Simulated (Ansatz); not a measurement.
One stationary structure of SiO$_{2}$. Space group Pbcn (No. 60). Method: r2SCAN (plane waves to 500 eV, PAW, scalar-relativistic; Ansatz, a first-principles code).

```cif
data_O8Si4
_chemical_formula_sum 'Si4 O8'
_space_group_name_H-M_alt 'P 1'
_space_group_IT_number 1
_cell_length_a 4.07128
_cell_length_b 5.02949
_cell_length_c 4.48241
_cell_angle_alpha 90.000
_cell_angle_beta 90.000
_cell_angle_gamma 90.000
loop_
_space_group_symop_operation_xyz
  'x, y, z'
loop_
_atom_site_label
_atom_site_type_symbol
_atom_site_fract_x
_atom_site_fract_y
_atom_site_fract_z
_atom_site_occupancy
Si1 Si 0.00000 0.65188 0.25000 1
Si2 Si 0.50000 0.84812 0.75000 1
Si3 Si 0.50000 0.15188 0.25000 1
Si4 Si 0.00000 0.34812 0.75000 1
O1 O 0.76885 0.38205 0.08038 1
O2 O 0.73115 0.11795 0.58038 1
O3 O 0.73115 0.88205 0.08038 1
O4 O 0.76885 0.61795 0.58038 1
O5 O 0.23115 0.61795 0.91962 1
O6 O 0.26885 0.88205 0.41962 1
O7 O 0.26885 0.11795 0.91962 1
O8 O 0.23115 0.38205 0.41962 1
```

```yaml
volume_per_atom: 7.65 Å³
band_gap: 6.77 eV, direct at Γ (no spin-orbit coupling)
shortest_distances: O–Si 1.76 Å; O–O 2.34 Å; Si–Si 2.71 Å
k-mesh: 7×5×6
```

Band energies at high-symmetry points (eV from the VBM; labels of this space group; no spin-orbit coupling), from −5 eV up to 11.8 eV:

| point | energies |
|---|---|
| Γ | -4.96 -4.72 -4.55 -4.08 -3.77 -3.68 -2.80 -2.74 -2.48 -1.77 -1.52 -0.80 -0.40 -0.36 0.00 6.77 8.82 9.93 10.12 11.22 11.43 |
| X | -3.69 -3.69 -3.51 -3.51 -3.05 -3.05 -2.27 -2.27 -1.70 -1.70 -0.56 -0.56 -0.40 -0.40 8.92 8.92 9.37 9.37 11.70 11.70 |
| S | -4.70 -4.70 -3.73 -3.73 -2.92 -2.92 -2.48 -2.48 -1.83 -1.83 -1.21 -1.21 -0.51 -0.51 9.34 9.34 10.51 10.51 |
| Y | -4.42 -4.42 -3.75 -3.75 -3.14 -3.14 -3.02 -3.02 -2.13 -2.13 -1.74 -1.74 -0.24 -0.24 8.68 8.68 11.04 11.04 |
| Z | -3.63 -3.63 -3.00 -3.00 -2.60 -2.60 -1.35 -1.35 -0.77 -0.77 -0.49 -0.49 8.99 8.99 9.31 9.31 10.51 10.51 10.94 10.94 |
| U | -4.40 -4.40 -4.40 -4.40 -3.50 -3.50 -3.50 -3.50 -1.95 -1.95 -1.95 -1.95 -0.81 -0.81 -0.81 -0.81 8.81 8.81 8.81 8.81 |
| R | -3.06 -3.06 -3.06 -3.06 -2.48 -2.48 -2.48 -2.48 -1.04 -1.04 -1.04 -1.04 9.42 9.42 9.42 9.42 |
| T | -3.64 -3.64 -3.64 -3.64 -2.71 -2.71 -2.71 -2.71 -0.79 -0.79 -0.79 -0.79 10.07 10.07 10.07 10.07 11.74 11.74 11.74 11.74 |

No spin polarisation in the result.

The run could not lose the symmetry of its start; a randomly shaken copy of 12 atoms returns to this structure.

The first start was generated by placing the elements on the sites of a structure type. Materials Project lists a structure of SiO2 in the same space group, Pbcn (No. 60); the sites were not compared with it, nor with measured phases. Known forms of SiO2 include space group No. 92, 136, 152, 154.
